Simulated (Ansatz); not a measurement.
**InP: pressure against volume**

InP, F-43m, a = 5.907 Å. Ansatz: r2SCAN, PAW, 500 eV, Γ-centred 8×8×8 mesh on 2 atoms, Gaussian smearing 0.02 eV; no spin polarisation. Symmetry fixes shape and atoms, so the cell is only scaled; pressure is positive in compression.

```
V (Å³/atom) P (GPa)
     22.674    11.63
     23.447     7.96
     24.220     4.85
     24.993     2.22
     25.766    -0.01
     26.539    -1.90
     27.312        ?
     28.342    -5.24
```

Problem. Take V0 = 25.766 Å³/atom, count pressures from its P0 = -0.01 GPa, fit the third-order Birch–Murnaghan form to the other rows, and predict the missing pressure.

Solution. With the Eulerian strain f = ½[(V0/V)^(2/3) − 1] and y = (P − P0)/[3f(1 + 2f)^(5/2)], the form is the line y = B0 + 1.5 B0 (B0′ − 4) f. Rows (f, y): 0.04448, 70.5; 0.03245, 70.0; 0.02106, 69.4; 0.01026, 68.9; -0.00976, 67.8; -0.03078, 66.4. Means f = 0.01128, y = 68.833; Σ(Δf)² = 0.003859, ΣΔfΔy = 0.2096; the slope is their ratio. y = 68.22 + 54.32 f GPa, so B0 = 68.2 GPa and B0′ = 4 + 2 × (54.32)/(3 × 68.22) = 4.53. At V = 27.312, f = -0.01905, y = 67.19 and P = -3.49 GPa. The run gave -3.49 GPa, the same to the digits shown.